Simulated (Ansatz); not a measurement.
TaW (CsCl type, Pm-3m), the program Ansatz at the r²SCAN level (PAW), all energies at zero smearing, with the estimated change up to a 700 eV cutoff added, with one set of potentials and settings (totals compare only within such a set). Cell of 2 atoms (1 W, 1 Ta): -20343.634 eV.

```
element             reference phase  E (eV/atom)
-------  --------------------------  -----------
W        Im-3m, 1 atoms in the cell  -10398.2538
Ta       Im-3m, 1 atoms in the cell   -9945.1755
```

Formation energy per atom, worked out: (-20343.634 − 1×(-10398.2538) − 1×(-9945.1755))/2 = -0.102 eV/atom (-10 kJ per mol of atoms), at 0 K, without zero-point energy or fitted corrections.

The start of the workflow was typed in or built on a structure type; neither database checked (COD, Materials Project) lists it. Its standing as an ambient phase is unchecked. The r²SCAN relaxation kept the symmetry of its start; whether a distortion lowers the energy is not shown. The run is not spin-polarised. The references are the lowest solids computed at this level, not always the standard phases. Spin–orbit coupling is left out wherever it is not named.

Potentials: the earlier of the program's two PAW sets.
